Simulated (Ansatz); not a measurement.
YSi2Pd2 in space group I4/mmm (No. 139; Y on 2a, Pd on 4d, Si on 4e), DFT-PBE in the program Ansatz with PAW potentials, all energies at zero smearing, with the estimated change up to a 700 eV cutoff added, with one set of potentials and settings (totals compare only within such a set). Cell of 5 atoms (1 Y, 2 Pd, 2 Si): -19070.748 eV.

```tsv
element	reference phase	E (eV/atom)
Y	P6_3/mmc, 2 atoms in the cell	-3848.6668
Pd	Fm-3m, 1 atoms in the cell	-6972.8544
Si	Fd-3m, 2 atoms in the cell	-635.8096
```

Formation energy per atom, worked out: (-19070.748 − 1×(-3848.6668) − 2×(-6972.8544) − 2×(-635.8096))/5 = -0.951 eV/atom (-92 kJ per mol of atoms), at 0 K, without zero-point energy or fitted corrections.

The workflow started from an entry of the Crystallography Open Database (COD). Its standing as an ambient phase is unchecked. The cell was relaxed with PBE under the symmetry of its start; whether a distortion lowers the energy is not shown. No spin polarisation was allowed. The references are the lowest solids computed at this level, not always the standard phases.

Potentials: the later of the program's two PAW sets.
